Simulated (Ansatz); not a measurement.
The start is a generated cell, GaSb built in the zincblende structure type. The structure is fully relaxed (lattice and positions, P = 0) with r2SCAN (plane waves to 500 eV, PAW, scalar-relativistic; Ansatz, a first-principles code). The first steps use a coarse 9×9×9 k-mesh.

Input geometry:
```
GaSb
1.0
    0.00000     3.06622     3.06622
    3.06622     0.00000     3.06622
    3.06622     3.06622     0.00000
Sb Ga
1 1
Direct
  0.75000   0.75000   0.75000
  0.00000   0.00000   0.00000
```

- Outcome: The space group stays F-43m (No. 216) (the run could not lower it); the end is zinc blende type, with 2 atoms in the primitive cell
- Energy released: under 1 meV/atom
- Shortest distances (start → end): The closest pairs of elements (up to four, under 3.6 Å), start → end: Ga–Sb 2.66 → 2.66 Å
- Band gap at the end: 0.41 eV, direct at Γ (no spin-orbit coupling)
- Optimiser moves: 1

Final structure:

```cif
data_Ga4Sb4
_chemical_formula_sum 'Sb4 Ga4'
_space_group_name_H-M_alt 'F-43m'
_space_group_IT_number 216
_space_group_name_Hall 'F -4 2 3'
_cell_length_a 6.13398
_cell_length_b 6.13398
_cell_length_c 6.13398
_cell_angle_alpha 90.000
_cell_angle_beta 90.000
_cell_angle_gamma 90.000
loop_
_atom_site_label
_atom_site_type_symbol
_atom_site_symmetry_multiplicity
_atom_site_Wyckoff_symbol
_atom_site_fract_x
_atom_site_fract_y
_atom_site_fract_z
_atom_site_occupancy
Sb1 Sb 4 c 0.25000 0.25000 0.25000 1
Ga1 Ga 4 a 0.00000 0.00000 0.00000 1
```
(The calculation used a cell of 2 atoms; values per cell refer to that cell.)

Final values are on a 13×13×13 k-mesh of the relaxed cell. No spin polarisation in the result. Spin-orbit coupling is missing; with elements this heavy it can move band edges by tenths of an eV or more.

The run could not lose the symmetry of its start.

All atoms sit on sites fixed by symmetry, so only the cell could relax.
